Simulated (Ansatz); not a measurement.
FeCo:
```xyz
2
Lattice="2.8005 0.0000 0.0000 0.0000 2.8005 0.0000 0.0000 0.0000 2.8005" Properties=species:S:1:pos:R:3 pbc="T T T"
Fe     0.0000     0.0000     0.0000
Co     1.4002     1.4002     1.4002
```
Starting moments (μB, in the order of the atoms Fe Co): 2.8 1.8.

Relaxed with DFT-PBEsol in the program Ansatz with PAW potentials. Indices refer to the conventional cell of Pm-3m, a = b = c = 2.8005 Å, α = β = γ = 90.00°.

Q: Simulate the powder diffraction pattern (Cu Kα, λ = 1.54184 Å; lines above 1 %) up to 2θ = 90°.

A: Simulated powder pattern, Cu Kα, λ = 1.54184 Å (kinematic, ideal powder, no thermal factors, no anomalous dispersion; the 30 strongest lines at most, above 1 %, up to 2θ = 90°):

| 2θ (°) | d (Å) | I/Imax (%) | hkl |
|---|---|---|---|
| 45.82 | 1.980 | 100 | (110) |
| 66.81 | 1.400 | 15 | (200) |
| 84.80 | 1.143 | 28 | (211) |

The cell was relaxed with PBEsol under the symmetry of its start. The final state is ferromagnetic, chosen from 5 collinear starts compared on coarse meshes (ties went to the first, and starts can fall back to one state), not a proven ground state. Textbook magnetic order: ferromagnetic.

Potentials: the later of the program's two PAW sets.
